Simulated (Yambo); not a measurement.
Sr$_{2}$FeH$_{6}$ (space group Fm-3m, No. 225): one transition space (8×8×8 mesh, 3 valence and 6 conduction bands, Tamm-Dancoff) with different kernels in Yambo, on PBEsol orbitals; field along x. BSE alone uses the static screening with 58 bands and a 3 Ry block; its scissor and those of RPA and TDDFT come from G0W0, that of the TDHF-type run from bare exchange.

| kernel | scissor (eV) | direct gap with it (eV) | lowest state (eV) | rough cost |
|---|---|---|---|---|
| BSE (screened electron-hole attraction) | 1.20 | 2.35 | 1.25 (dark) | 1 (with the screening) |
| RPA (no attraction) | 1.20 | 2.35 | 2.35 (weak) | about 1/3 |
| TDHF-type (unscreened attraction, exchange-only scissor) | 11.10 | 12.24 | 2.72 (dark) | about 1/4 |

Costs are rough.

RPA leaves the lowest state at the direct gap: no bound exciton. These are vertical excitations (zero momentum). Spin singlets only. Strong means a line over 3 % of the spectrum's maximum, dark under 0.03 %. Absolute energies carry the error of the G0W0 scissor, whose convergence isn't established. On a 4×4×4 mesh the BSE binding is 1.12 eV.

Geometry of the Materials Project entry, not relaxed at this level; primitive cell a = b = c = 5.243 Å, α = β = γ = 60.00°.

The structure is a Materials Project entry; no match was found in the copy of COD used, and its stability was not checked.

The runs are not spin-polarised; magnetic order was not tried.
